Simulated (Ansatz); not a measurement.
This guess for Be₃TeSe₂ is about to be relaxed.

```cif
data_structure
_symmetry_space_group_name_H-M 'P-4m2'
_symmetry_Int_Tables_number 115
_cell_length_a 3.7000
_cell_length_b 3.7000
_cell_length_c 15.7000
_cell_angle_alpha 90.000
_cell_angle_beta 90.000
_cell_angle_gamma 90.000
_cell_volume 214.93
loop_
_atom_site_label
_atom_site_type_symbol
_atom_site_symmetry_multiplicity
_atom_site_Wyckoff_symbol
_atom_site_fract_x
_atom_site_fract_y
_atom_site_fract_z
_atom_site_occupancy
Be1 Be 2 f 0.50000 0.50000 0.16667 1
Be2 Be 2 e 0.00000 0.00000 0.33333 1
Be3 Be 1 c 0.50000 0.50000 0.50000 1
Be4 Be 1 a 0.00000 0.00000 0.00000 1
Te1 Te 2 g 0.00000 0.50000 0.08333 1
Se1 Se 2 g 0.50000 0.00000 0.25000 1
Se2 Se 2 g 0.00000 0.50000 0.41667 1
```

Method: DFT PBE, scalar-relativistic, plane waves, PAW in Ansatz. Cutoff 420 eV, Gaussian smearing, Γ-centred meshes. Cell and atoms relax first on a coarse mesh, the cell is then made exact in the group found at 0.06 to 0.08 Å, and last on a converged mesh; the steps can't lower the symmetry of their start. No spin polarisation.

A guess keeps its type if space group and coordination stay and the shape of the cell changes little (axis ratios within about 15 %, angles within 6°); the volume may change.

Task: Does it keep its structure type, or change into something else?

Result: It keeps its type. The symmetry stays P-4m2 (No. 115). The volume per atom grows by 6.5 %, from 17.9 to 19.1 Å³. The shortest distance goes from 2.27 Å (Be–Se and Be–Te) to 2.27 Å (Be–Se). The ratio c/a of the conventional cell changes by a factor of 0.99. Counting neighbours within 15 % of an atom's shortest distance, the start has Be 4, Se 4, Te 4 and the end Be 4, Se 4, Te 4.

The last run used an 8×8×2 mesh (in the run's order of axes) for its 12-atom cell and Gaussian smearing of 0.02 eV. Spin–orbit coupling, which can matter for Te, is left out. A later test with randomly moved atoms came back to the same energy, though modes that don't fit the test's cell weren't probed.
